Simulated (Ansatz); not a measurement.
A relaxation computed with Ansatz, from input to last step.

```yaml
crystal:
  lattice:
    - [-8.2051406323, 0.0, 8.2051406323]
    - [-8.2051406323, -8.2051406323, 0.0]
    - [0.0, -8.2051406323, 8.2051406323]
  atoms:
    - { symbol: Si, position: [0.25, 0.9166666667, 0.25] }
    - { symbol: Si, position: [0.25, 0.5833333333, 0.25] }
    - { symbol: Si, position: [0.25, 0.25, 0.25] }
    - { symbol: Si, position: [0.25, 0.9166666667, 0.5833333333] }
    - { symbol: Si, position: [0.25, 0.5833333333, 0.5833333333] }
    - { symbol: Si, position: [0.25, 0.25, 0.5833333333] }
    - { symbol: Si, position: [0.25, 0.9166666667, 0.9166666667] }
    - { symbol: Si, position: [0.25, 0.5833333333, 0.9166666667] }
    - { symbol: Si, position: [0.25, 0.25, 0.9166666667] }
    - { symbol: Si, position: [0.5833333333, 0.9166666667, 0.25] }
    - { symbol: Si, position: [0.5833333333, 0.5833333333, 0.25] }
    - { symbol: Si, position: [0.5833333333, 0.25, 0.25] }
    - { symbol: Si, position: [0.5833333333, 0.9166666667, 0.5833333333] }
    - { symbol: Si, position: [0.5833333333, 0.5833333333, 0.5833333333] }
    - { symbol: Si, position: [0.5833333333, 0.25, 0.5833333333] }
    - { symbol: Si, position: [0.5833333333, 0.9166666667, 0.9166666667] }
    - { symbol: Si, position: [0.5833333333, 0.5833333333, 0.9166666667] }
    - { symbol: Si, position: [0.5833333333, 0.25, 0.9166666667] }
    - { symbol: Si, position: [0.9166666667, 0.9166666667, 0.25] }
    - { symbol: Si, position: [0.9166666667, 0.5833333333, 0.25] }
    - { symbol: Si, position: [0.9166666667, 0.25, 0.25] }
    - { symbol: Si, position: [0.9166666667, 0.9166666667, 0.5833333333] }
    - { symbol: Si, position: [0.9166666667, 0.5833333333, 0.5833333333] }
    - { symbol: Si, position: [0.9166666667, 0.25, 0.5833333333] }
    - { symbol: Si, position: [0.9166666667, 0.9166666667, 0.9166666667] }
    - { symbol: Si, position: [0.9166666667, 0.5833333333, 0.9166666667] }
    - { symbol: Si, position: [0.9166666667, 0.25, 0.9166666667] }
    - { symbol: Si, position: [0.1666666667, 0.1666666667, 0.1666666667] }
    - { symbol: Si, position: [0.1666666667, 0.8333333333, 0.1666666667] }
    - { symbol: Si, position: [0.1666666667, 0.5, 0.1666666667] }
    - { symbol: Si, position: [0.1666666667, 0.1666666667, 0.5] }
    - { symbol: Si, position: [0.1666666667, 0.8333333333, 0.5] }
    - { symbol: Si, position: [0.1666666667, 0.5, 0.5] }
    - { symbol: Si, position: [0.1666666667, 0.1666666667, 0.8333333333] }
    - { symbol: Si, position: [0.1666666667, 0.8333333333, 0.8333333333] }
    - { symbol: Si, position: [0.1666666667, 0.5, 0.8333333333] }
    - { symbol: Si, position: [0.5, 0.1666666667, 0.1666666667] }
    - { symbol: Si, position: [0.5, 0.8333333333, 0.1666666667] }
    - { symbol: Si, position: [0.5, 0.5, 0.1666666667] }
    - { symbol: Si, position: [0.5, 0.1666666667, 0.5] }
    - { symbol: Si, position: [0.5, 0.8333333333, 0.5] }
    - { symbol: Si, position: [0.5, 0.5, 0.5] }
    - { symbol: Si, position: [0.5, 0.1666666667, 0.8333333333] }
    - { symbol: Si, position: [0.5, 0.8333333333, 0.8333333333] }
    - { symbol: Si, position: [0.5, 0.5, 0.8333333333] }
    - { symbol: Si, position: [0.8333333333, 0.1666666667, 0.1666666667] }
    - { symbol: Si, position: [0.8333333333, 0.8333333333, 0.1666666667] }
    - { symbol: Si, position: [0.8333333333, 0.5, 0.1666666667] }
    - { symbol: Si, position: [0.8333333333, 0.1666666667, 0.5] }
    - { symbol: Si, position: [0.8333333333, 0.8333333333, 0.5] }
    - { symbol: Si, position: [0.8333333333, 0.5, 0.5] }
    - { symbol: Si, position: [0.8333333333, 0.1666666667, 0.8333333333] }
    - { symbol: Si, position: [0.8333333333, 0.8333333333, 0.8333333333] }
    - { symbol: Si, position: [0.8333333333, 0.5, 0.8333333333] }
    - { symbol: O, position: [-0.0103527435, -0.0061298571, 0.0106727396] }
basis:
  ecutwfc: 420
  xc_grid: 2
kpoints:
  mp_grid: { grid: [2, 2, 2], shift: [0.0, 0.0, 0.0] }
hamiltonian:
  xc: pbe
scf:
  occupations: { method: gaussian, width: 0.02 }
output:
  forces: true
  stress: false
  eigenvalues: true
  write_density: true
  write_potential: true
  elf: true
  volumetric_format: npy
relax:
  adjacent_minimum: "off"
  f_tol: 0.02
  max_steps: 60
```

```bash
ansatz run input.yaml --threads 8 --pin off --max-ram 20480MiB --backend cpu --events-out ev --progress --plain --runs-dir out
```

Theory: Ansatz, DFT PBE, scalar-relativistic, plane waves, PAW.

The cell holds a point defect: O interstitial, neutral.

Of 9 frames 3 are shown, positions in Å and forces in eV/Å; the SCF threshold varies from step to step.

```xyz
55
Lattice="-8.2051 0.0000 8.2051 -8.2051 -8.2051 0.0000 0.0000 -8.2051 8.2051" Properties=species:S:1:pos:R:3:forces:R:3 pbc="T T T" step=1 free_energy_over_end_meV_per_atom=20.93
Si   -9.5727   -9.5727    4.1026    0.0546    0.0578    0.0830
Si   -6.8376   -6.8376    4.1026   -0.0801   -0.0722    0.0733
Si   -4.1026   -4.1026    4.1026   -0.0157    0.0045    0.0024
Si   -9.5727  -12.3077    6.8376    0.0444    0.0858    0.0573
Si   -6.8376   -9.5727    6.8376   -0.0195    0.0050   -0.0034
Si   -4.1026   -6.8376    6.8376   -0.0851   -0.0592    0.0673
Si   -9.5727  -15.0428    9.5727    0.3126   -0.2956   -0.2928
Si   -6.8376  -12.3077    9.5727   -0.0866    0.0775   -0.0725
Si   -4.1026   -9.5727    9.5727   -0.0839    0.0748   -0.0673
Si  -12.3077   -9.5727    6.8376    0.0500    0.0571    0.0628
Si   -9.5727   -6.8376    6.8376   -0.0267    0.0066   -0.0017
Si   -6.8376   -4.1026    6.8376   -0.0780   -0.0646    0.0772
Si  -12.3077  -12.3077    9.5727   -0.0407    0.0180    0.1326
Si   -9.5727   -9.5727    9.5727   -0.0321    0.0037    0.0010
Si   -6.8376   -6.8376    9.5727   -0.0179    0.0110    0.0017
Si  -12.3077  -15.0428   12.3077   -0.0406    0.1476    0.0087
Si   -9.5727  -12.3077   12.3077   -0.1704    0.0117    0.0014
Si   -6.8376   -9.5727   12.3077   -0.0844    0.0779   -0.0706
Si  -15.0428   -9.5727    9.5727   -0.6700    0.6472   -0.6423
Si  -12.3077   -6.8376    9.5727    0.0595   -0.0529   -0.0462
Si   -9.5727   -4.1026    9.5727    0.0514   -0.0813   -0.0450
Si  -15.0428  -12.3077   12.3077    0.0889    0.0084   -0.0008
Si  -12.3077   -9.5727   12.3077   -0.0363   -0.1269   -0.0075
Si   -9.5727   -6.8376   12.3077    0.0414   -0.0446   -0.0841
Si  -15.0428  -15.0428   15.0428   -0.5761   -0.5519    0.5539
Si  -12.3077  -12.3077   15.0428   -0.0359    0.0011   -0.1427
Si   -9.5727   -9.5727   15.0428    0.3700    0.3511    0.3521
Si   -2.7350   -2.7350    2.7350    0.0162   -0.0042   -0.0038
Si   -8.2051   -8.2051    2.7350   -0.0459    0.0382    0.1083
Si   -5.4701   -5.4701    2.7350    0.0163   -0.0022   -0.0014
Si   -2.7350   -5.4701    5.4701    0.0229   -0.0089   -0.0001
Si   -8.2051  -10.9402    5.4701   -0.0436   -0.0129   -0.0098
Si   -5.4701   -8.2051    5.4701    0.0341    0.0525   -0.0196
Si   -2.7350   -8.2051    8.2051   -0.0339    0.0032    0.0018
Si   -8.2051  -13.6752    8.2051   -0.0284    0.0831    0.0195
Si   -5.4701  -10.9402    8.2051    0.0399   -0.0292    0.0597
Si   -5.4701   -2.7350    5.4701    0.0152   -0.0051   -0.0042
Si  -10.9402   -8.2051    5.4701   -0.0041   -0.0326   -0.0213
Si   -8.2051   -5.4701    5.4701    0.0567    0.0270   -0.0309
Si   -5.4701   -5.4701    8.2051    0.0359    0.0149   -0.0561
Si  -10.9402  -10.9402    8.2051    0.0036   -0.0215   -0.0393
Si   -8.2051   -8.2051    8.2051    0.0246   -0.0068    0.0009
Si   -5.4701   -8.2051   10.9402    0.0412   -0.0644    0.0254
Si  -10.9402  -13.6752   10.9402    0.0231   -0.0141   -0.0067
Si   -8.2051  -10.9402   10.9402    0.0727   -0.0365    0.0324
Si   -8.2051   -2.7350    8.2051   -0.0468   -0.1122   -0.0388
Si  -13.6752   -8.2051    8.2051    0.1200    0.0198   -0.0211
Si  -10.9402   -5.4701    8.2051   -0.0024    0.0138    0.0267
Si   -8.2051   -5.4701   10.9402   -0.0429    0.0025    0.0060
Si  -13.6752  -10.9402   10.9402    0.1213   -0.1062    0.1057
Si  -10.9402   -8.2051   10.9402    0.0052    0.0344    0.0131
Si   -8.2051   -8.2051   13.6752   -0.0280   -0.0188   -0.0899
Si  -13.6752  -13.6752   13.6752    0.0980    0.0750   -0.0751
Si  -10.9402  -10.9402   13.6752   -0.0012   -0.0151   -0.0080
O     0.1352   -0.0373    0.0026    0.6376   -0.1709    0.0286
55
Lattice="-8.2051 0.0000 8.2051 -8.2051 -8.2051 0.0000 0.0000 -8.2051 8.2051" Properties=species:S:1:pos:R:3:forces:R:3 pbc="T T T" step=5 free_energy_over_end_meV_per_atom=0.87
Si   -9.5821   -9.5758    4.1140    0.0648    0.0609    0.0084
Si   -6.8348   -6.8291    4.1186    0.0087   -0.0198   -0.0032
Si   -4.1065   -4.0976    4.1147    0.0261    0.0203    0.0204
Si   -9.5659  -12.3097    6.8365    0.0590    0.0222    0.0668
Si   -6.8396   -9.5695    6.8406    0.0199   -0.0096   -0.0112
Si   -4.0905   -6.8493    6.8458    0.0158   -0.0197    0.0445
Si   -9.5890  -15.0169    9.6064    0.0395   -0.0707   -0.1062
Si   -6.8319  -12.2975    9.5804   -0.0128   -0.0055   -0.0244
Si   -4.0956   -9.5682    9.5649    0.0197    0.0470   -0.0222
Si  -12.2201   -9.6114    6.8085    0.0112    0.0793    0.0603
Si   -9.5673   -6.8318    6.8325   -0.0138    0.0113   -0.0028
Si   -6.8377   -4.1187    6.8399    0.0090    0.0281    0.0343
Si  -12.3459  -12.2885    9.5856    0.0118    0.0323   -0.0161
Si   -9.5618   -9.5790    9.5794   -0.0161   -0.0032    0.0102
Si   -6.8399   -6.8432    9.5686    0.0286    0.0292    0.0279
Si  -12.3519  -15.0212   12.3256    0.0075   -0.0387    0.0454
Si   -9.6075  -12.3053   12.3086    0.0600   -0.0067   -0.0006
Si   -6.8342   -9.5755   12.2959   -0.0088    0.0373    0.0286
Si  -15.2213   -9.3394    9.3354    0.2257    0.0912   -0.1053
Si  -12.2004   -6.7847    9.6326   -0.0237   -0.0255   -0.0414
Si   -9.5884   -4.1210    9.5836    0.0570    0.0196   -0.0231
Si  -15.0635  -12.2943   12.2927    0.0767   -0.0180    0.0377
Si  -12.3526   -9.5852   12.2814    0.0071    0.0269   -0.0166
Si   -9.5720   -6.8322   12.3039    0.0580   -0.0267    0.0121
Si  -15.1793  -15.2702   15.2582    0.0411   -0.1314    0.1818
Si  -12.3555  -12.3275   15.0188   -0.0089   -0.0437    0.0667
Si   -9.5899   -9.6143   15.0075    0.0736    0.1626    0.1575
Si   -2.7402   -2.7328    2.7386   -0.0370   -0.0221   -0.0113
Si   -8.2314   -8.1849    2.7960   -0.0244   -0.0423    0.0182
Si   -5.4677   -5.4661    2.7423   -0.0165   -0.0201   -0.0152
Si   -2.7338   -5.4712    5.4760   -0.0348   -0.0164   -0.0154
Si   -8.2085  -10.9346    5.4740   -0.0680   -0.0150   -0.0080
Si   -5.4699   -8.2035    5.4747    0.0013    0.0227    0.0102
Si   -2.7072   -8.2126    8.2053   -0.0327   -0.0086   -0.0158
Si   -8.2194  -13.6366    8.2278   -0.0260    0.0766   -0.0402
Si   -5.4710  -10.9378    8.2058   -0.0027    0.0116    0.0230
Si   -5.4762   -2.7268    5.4839   -0.0254   -0.0067   -0.0012
Si  -10.9329   -8.1814    5.4488   -0.0018   -0.0607   -0.0147
Si   -8.2097   -5.4577    5.4619   -0.0031   -0.0078    0.0032
Si   -5.4663   -5.4785    8.2059   -0.0108   -0.0184   -0.0484
Si  -10.9183  -10.9675    8.2248    0.0000   -0.0193   -0.0580
Si   -8.2099   -8.2049    8.2044   -0.0073   -0.0081   -0.0063
Si   -5.4680   -8.2053   10.9360   -0.0127   -0.0465   -0.0226
Si  -10.9781  -13.6666   10.9512   -0.0445    0.0161   -0.0153
Si   -8.2057  -10.9512   10.9523    0.0083    0.0010   -0.0058
Si   -8.2490   -2.8060    8.1949    0.0177   -0.0369    0.0118
Si  -13.3834   -8.1786    8.2201    0.0497   -0.0860    0.0082
Si  -10.9313   -5.4437    8.1802    0.0068    0.0030    0.0240
Si   -8.2078   -5.4757   10.9357   -0.0710   -0.0119   -0.0125
Si  -13.7468  -10.8803   10.8728   -0.0991    0.0446   -0.0365
Si  -10.9168   -8.2242   10.9704    0.0031    0.0166    0.0021
Si   -8.2353   -8.2243   13.6252   -0.0055    0.0172   -0.1319
Si  -13.7564  -13.7194   13.7157   -0.0967   -0.0369    0.0305
Si  -10.9884  -10.9512   13.6630   -0.0533   -0.0060   -0.0487
O     0.4887   -0.0578   -0.0652   -0.2506    0.0114   -0.0530
55
Lattice="-8.2051 0.0000 8.2051 -8.2051 -8.2051 0.0000 0.0000 -8.2051 8.2051" Properties=species:S:1:pos:R:3:forces:R:3 pbc="T T T" step=9 free_energy_over_end_meV_per_atom=0.00
Si   -9.5597   -9.5728    4.1000   -0.0015   -0.0019    0.0021
Si   -6.8328   -6.8282    4.1146    0.0054    0.0029    0.0014
Si   -4.1020   -4.0903    4.1154    0.0069   -0.0048   -0.0086
Si   -9.5593  -12.3107    6.8379   -0.0031    0.0016   -0.0052
Si   -6.8363   -9.5724    6.8387   -0.0031   -0.0050   -0.0065
Si   -4.0929   -6.8469    6.8467   -0.0056    0.0009   -0.0054
Si   -9.5984  -15.0131    9.6033    0.0017   -0.0021   -0.0060
Si   -6.8331  -12.2962    9.5824    0.0091   -0.0023    0.0047
Si   -4.0932   -9.5639    9.5638   -0.0044   -0.0068    0.0024
Si  -12.2141   -9.6020    6.8090    0.0091   -0.0016   -0.0037
Si   -9.5640   -6.8324    6.8331   -0.0008    0.0025   -0.0074
Si   -6.8321   -4.1201    6.8339    0.0017   -0.0083   -0.0083
Si  -12.3509  -12.2761    9.5834   -0.0076   -0.0015   -0.0014
Si   -9.5639   -9.5780    9.5788   -0.0006   -0.0057    0.0006
Si   -6.8358   -6.8384    9.5727   -0.0033    0.0017    0.0001
Si  -12.3518  -15.0327   12.3405   -0.0064    0.0026   -0.0003
Si   -9.6091  -12.2996   12.3163   -0.0071   -0.0050   -0.0011
Si   -6.8322   -9.5771   12.2904    0.0040   -0.0102   -0.0064
Si  -15.2129   -9.3159    9.2947   -0.0056    0.0046   -0.0086
Si  -12.2024   -6.7843    9.6267   -0.0012    0.0020   -0.0002
Si   -9.5744   -4.1168    9.5849   -0.0040   -0.0020   -0.0008
Si  -15.0470  -12.3071   12.3089    0.0011   -0.0016    0.0017
Si  -12.3507   -9.5803   12.2820   -0.0114   -0.0030    0.0038
Si   -9.5742   -6.8255   12.2934   -0.0060    0.0015   -0.0019
Si  -15.2150  -15.3241   15.3015   -0.0014    0.0027   -0.0010
Si  -12.3513  -12.3345   15.0361   -0.0117    0.0019   -0.0073
Si   -9.5630   -9.5798   15.0363   -0.0036   -0.0038   -0.0057
Si   -2.7350   -2.7299    2.7344   -0.0017    0.0050    0.0056
Si   -8.2179   -8.1807    2.7794   -0.0036   -0.0042    0.0070
Si   -5.4649   -5.4642    2.7413   -0.0065    0.0021    0.0033
Si   -2.7347   -5.4710    5.4754   -0.0007    0.0032    0.0081
Si   -8.2069  -10.9397    5.4707    0.0030    0.0021    0.0029
Si   -5.4699   -8.2001    5.4748    0.0047    0.0011    0.0004
Si   -2.7182   -8.2047    8.2063   -0.0083    0.0047    0.0013
Si   -8.2177  -13.6315    8.2298   -0.0089    0.0018   -0.0006
Si   -5.4701  -10.9363    8.2113    0.0047    0.0023   -0.0024
Si   -5.4744   -2.7203    5.4852    0.0016    0.0040    0.0061
Si  -10.9165   -8.1938    5.4435   -0.0005   -0.0034    0.0046
Si   -8.2088   -5.4602    5.4600   -0.0018    0.0030    0.0048
Si   -5.4657   -5.4768    8.2030    0.0062    0.0058    0.0022
Si  -10.9162  -10.9676    8.2168   -0.0008    0.0053    0.0000
Si   -8.2051   -8.2057    8.2052    0.0018    0.0008    0.0029
Si   -5.4657   -8.2081   10.9343    0.0059    0.0052    0.0039
Si  -10.9887  -13.6599   10.9566    0.0078    0.0046    0.0068
Si   -8.2085  -10.9512   10.9508   -0.0064    0.0064    0.0014
Si   -8.2355   -2.8192    8.1945    0.0013    0.0020    0.0070
Si  -13.3815   -8.1841    8.2253   -0.0045   -0.0072    0.0045
Si  -10.9203   -5.4448    8.1913    0.0090   -0.0043    0.0022
Si   -8.2055   -5.4713   10.9389    0.0097   -0.0007    0.0002
Si  -13.7582  -10.8758   10.8784    0.0014    0.0014   -0.0037
Si  -10.9202   -8.2195   10.9661    0.0086   -0.0003   -0.0050
Si   -8.2357   -8.2164   13.5906   -0.0024    0.0035    0.0098
Si  -13.7602  -13.7388   13.7416    0.0073    0.0007   -0.0031
Si  -10.9833  -10.9381   13.6784    0.0106    0.0012    0.0024
O     0.3723   -0.1088   -0.1063    0.0122   -0.0055   -0.0038
```

The run took 44 s on 8 threads of AMD EPYC 9R45 96-Core Processor (Zen 5) (shared host), peak memory 7.6 GiB.

Spin polarisation was left out, and a magnetic state may lie lower.